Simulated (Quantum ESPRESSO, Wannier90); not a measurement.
**PbS (Cmcm): Wannier90 run**

```
CELL_PARAMETERS angstrom
      4.15991     0.00000     0.00000
      0.00000     0.00000    -4.27932
     -2.07995     5.99130     0.00000
ATOMIC_POSITIONS crystal
  Pb 0.13056 0.25000 0.26112
  Pb 0.86944 0.75000 0.73888
  S  0.35480 0.25000 0.70960
  S  0.64520 0.75000 0.29040
```

Structure: Materials Project mp-1018115, symmetrised, not relaxed again. Not found in the COD (Crystallography Open Database) copy used, which has the formula in other groups; not checked further. Method: PBEsol plane waves in Quantum ESPRESSO 7.5 (PseudoDojo norm-conserving files, 45 Ry, spinors with spin-orbit coupling), Bloch states on a 6×6×6 mesh through Γ, Wannier90 4.0.1. Density: 8×8×8 mesh, Gaussian smearing 0.01 Ry.

The plane-wave run has 72 bands and 40 electrons a cell. On the energy scale of pw.x, whose zero is arbitrary, the valence-band maximum lies at 7.65 eV.

Input w.win, without the blocks of cell, atoms and k-points (216 lines):

```
num_bands = 52
num_wann = 34
exclude_bands = 1-20
spinors = true
num_iter = 1000
conv_tol = 1.0e-6
conv_window = 4
dis_num_iter = 1000
dis_conv_tol = 1.0e-6
dis_froz_max = 9.88
write_hr = true
write_u_matrices = true
begin projections
f=0.12130,0.24871,0.25379: s;p
f=-0.11834,-0.25113,-0.26056: s;p
f=0.36052,0.25933,-0.28602: s;p
f=-0.35373,-0.25652,0.28412: s;p
end projections
mp_grid = 6 6 6
```

Question: This input has a fault. Which, and what does the program do?

Answer: wannier90.x -pp stops with:
```
w90_readwrite_get_projections: too few projection functions defined
```
The projections block defines fewer trial orbitals than num_wann. Mended as below, all else unchanged, the run goes through (Ω_I = 44.9 Å²) and follows the plane-wave bands to 2.6 meV rms (states up to 1.7 eV relative to the valence-band maximum).
```
num_wann = 32
```
